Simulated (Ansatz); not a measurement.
Input:

Bi$_{2}$S$_{3}$:
Space group Pnma (No. 62); a = 11.4167 Å, b = 3.9876 Å, c = 11.1043 Å, α = β = γ = 90.00°

```tsv
atom	site	symmetry	x	y	z
Bi	4c	.m.	0.4849	0.2500	0.3257
Bi	4c	.m.	0.1594	0.2500	0.5327
S	4c	.m.	0.2869	0.2500	0.1925
S	4c	.m.	0.0488	0.7500	0.3716
S	4c	.m.	0.1215	0.2500	0.9428
```

This is the r²SCAN+D4-relaxed structure.

Problem. All from DFT-r²SCAN+D4 in the program Ansatz with PAW potentials, unless another level is named. Predict the smallest direct gap on the standard path.

Solution. 1.70 eV.

Problem. What about the HSE06 gap on the r²SCAN+D4 cell?

Solution. 2.02 eV.

Problem. What about the formation energy from the elements (no fitted shifts)?

Solution. -0.45 eV/atom.

The r²SCAN+D4 relaxation kept the symmetry of its start. The references are the lowest solids computed at this level, not always the standard phases. Scalar-relativistic: spin–orbit coupling is off unless named, which matters more the heavier the elements.

Potentials: the later of the program's two PAW sets.
